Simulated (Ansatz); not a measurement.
With DFT-PBE in the program Ansatz with PAW potentials, NbSiB in the orthorhombic phase (Cmcm; Si on 4c, B on 4c, Nb on 4c) relaxes to a = 3.299 Å, b = 13.524 Å, c = 3.187 Å. Against the elements it lies at -0.60 eV/atom, with no fitted shifts.

Electronic character: metallic (no gap).

The start of the workflow was typed in or built on a structure type; neither database checked (COD, Materials Project) lists it. Its standing as an ambient phase is unchecked. The PBE relaxation kept the symmetry of its start; whether a distortion lowers the energy is not shown. No spin polarisation was allowed. The references are the lowest solids computed at this level, not always the standard phases. Spin–orbit coupling is left out wherever it is not named.

Potentials: the later of the program's two PAW sets.
